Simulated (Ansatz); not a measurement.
Here is the system:

Sr₃SnO:
```
Sr3SnO
1.0
    5.02474     0.00000     0.00000
    0.00000     5.02474     0.00000
    0.00000     0.00000     5.02474
Sr Sn O
3 1 1
Direct
  0.50000   0.00000   0.50000
  0.00000   0.50000   0.50000
  0.50000   0.50000   0.00000
  0.00000   0.00000   0.00000
  0.50000   0.50000   0.50000
```

This is the LDA-relaxed structure.

Question: All from LDA (plane waves, PAW; program Ansatz), unless another level is named. Give the electronic character.

Answer: no gap, with almost no states at the Fermi level (zero-gap or semimetallic).

Question: And the formation energy from the elements (no fitted shifts)?

Answer: -1.66 eV/atom.

Space group Pm-3m (anti-perovskite). The workflow started from a Materials Project entry (that database holds measured and hypothetical structures alike); the Crystallography Open Database files this formula in space group No. 221, but the cells were not matched. Whether it is the stable phase at ambient conditions was not checked. The cell was relaxed with LDA under the symmetry of its start; of distortions, only those at the zone centre were tested. A small band overlap can be real or an error of a semilocal functional. The references are the lowest solids computed at this level, not always the standard phases (solids in place of the gases). Scalar-relativistic: spin–orbit coupling is off unless named, which matters more the heavier the elements.

Potentials: the later of the program's two PAW sets.
